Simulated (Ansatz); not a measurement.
TePt:
Space group R-3m, hexagonal axes (No. 166); a = b = 3.935 Å, c = 19.688 Å, α = β = 90.00°, γ = 120.00°

| atom | site | symmetry | x | y | z |
|---|---|---|---|---|---|
| Te | 6c | 3m | 0.0000 | 0.0000 | 0.0989 |
| Pt | 6c | 3m | 0.0000 | 0.0000 | 0.3699 |
(The calculation used a cell of 4 atoms; values per cell refer to that cell.)

Relaxed at zero pressure with the program Ansatz at the LDA level (PAW).

**Question.** The volume is lowered by 9 % and shape and atoms relax at that volume. What pressure results, and how do the axes share the change?

**Answer.** 10.0 GPa; a -1.8 %, b -1.8 %, c -5.6 %; the energy rises by 54 meV/atom.

**Question.** Give the new structure.

**Answer.** 
Space group R-3m, hexagonal axes (No. 166); a = 3.8632 Å, b = 3.8632 Å, c = 18.5910 Å, α = 90.00°, β = 90.00°, γ = 120.00°

```
atom  site  symmetry       x       y       z
----  ----  --------  ------  ------  ------
Te      6c        3m  0.0000  0.0000  0.1042
Pt      6c        3m  0.0000  0.0000  0.3714
```

The phase is kept; no other phase was compared at this pressure.

The workflow started from a Materials Project entry (that database holds measured and hypothetical structures alike); the Crystallography Open Database files this formula in space group No. 166, but the cells were not matched. Whether it is the stable phase at ambient conditions was not checked. Symmetry was held in the LDA relaxation; whether a distortion lowers the energy is not shown. No spin polarisation was allowed. A crystal of weakly bound layers computed without a dispersion correction: the cell and the soft elastic constants depend strongly on that. Spin–orbit coupling is left out wherever it is not named.

Potentials: the later of the program's two PAW sets.
